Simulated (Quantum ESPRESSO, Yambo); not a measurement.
# Cs2SiF6: DFT and GW levels

```xyz
9
Lattice="0.0000 4.4141 4.4141 4.4141 0.0000 4.4141 4.4141 4.4141 0.0000" Properties=species:S:1:pos:R:3 pbc="T T T"
F      4.4141     7.1243     4.4141
F      4.4141     1.7039     4.4141
F      1.7039     4.4141     4.4141
F      7.1243     4.4141     4.4141
F      4.4141     4.4141     7.1243
F      4.4141     4.4141     1.7039
Si     0.0000     0.0000     0.0000
Cs     6.6212     6.6212     6.6212
Cs     2.2071     2.2071     2.2071
```

The geometry is that of Materials Project entry mp-4047, symmetrised and not relaxed again.

Starting point: PBEsol (pw.x of Quantum ESPRESSO, ONCV potentials, scalar-relativistic). G0W0 in Yambo: 2×2×2 Γ-centred k mesh, 317 bands and a 8 Ry block in the screening, 317 bands in G with the Bruneval-Gonze terminator, plasmon pole fitted at 27.2 eV.

```json
{
 "PBEsol gap along the band path": "7.26 eV",
 "PBEsol gap between the mesh's edge points (Γ → Γ)": "7.26 eV",
 "G0W0 gap between the same points": "11.04 eV"
}
```

```csv
k point,band,E PBEsol (eV),E QP (eV),shift (eV),Z
Γ,VB,0.00,-2.70,-2.70,0.82
Γ,CB,7.26,8.35,1.08,0.90
L,VB,-0.02,-2.72,-2.69,0.83
L,CB,8.78,9.79,1.02,0.90
X,VB,-0.01,-2.70,-2.70,0.82
X,CB,8.93,10.06,1.12,0.90
```

Energies count from the PBEsol valence-band maximum.

Nearest settings tried, and what they do to the gap: 117 bands in W, 117 bands in G: +177 meV; 3 Ry block (137 vectors against 531): +287 meV. Not varied: mesh. So the settings aren't converged at that level. The k mesh is coarse.
